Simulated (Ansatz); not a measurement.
Here is the system:

TiGaPd:
```yaml
crystal:
  lattice:
    - [4.39583, 0.00000, 0.00000]
    - [-2.19791, 3.80690, 0.00000]
    - [0.00000, 0.00000, 5.41830]
  atoms:
    - { symbol: Ti, position: [0.00000, 0.00000, 0.00000] }
    - { symbol: Ti, position: [0.00000, 0.00000, 0.50000] }
    - { symbol: Ga, position: [0.33333, 0.66667, 0.75000] }
    - { symbol: Ga, position: [0.66667, 0.33333, 0.25000] }
    - { symbol: Pd, position: [0.33333, 0.66667, 0.25000] }
    - { symbol: Pd, position: [0.66667, 0.33333, 0.75000] }
```

This is the r²SCAN-relaxed structure.

Task: All from plane-wave PAW r²SCAN (Ansatz code), unless another level is named. Predict the density of states at the Fermi level.

Result: 0.60 states/eV per atom (mean over ±0.08 eV).

Task: What about the formation energy from the elements (no fitted shifts)?

Result: -0.67 eV/atom.

Space group P6_3/mmc. The workflow started from a Materials Project entry (that database holds measured and hypothetical structures alike); the Crystallography Open Database copy checked does not list it. With Ga and Pd taken as one species the cell has the higher symmetry P6/mmm, so it may be an ordered model of a mixed-site phase. Whether it is the stable phase at ambient conditions was not checked. The cell was relaxed with r²SCAN under the symmetry of its start; its stability against distortions is not shown here. The run is not spin-polarised. The references are the lowest solids computed at this level, not always the standard phases. Scalar-relativistic: spin–orbit coupling is off unless named, which matters more the heavier the elements.

Potentials: the later of the program's two PAW sets.
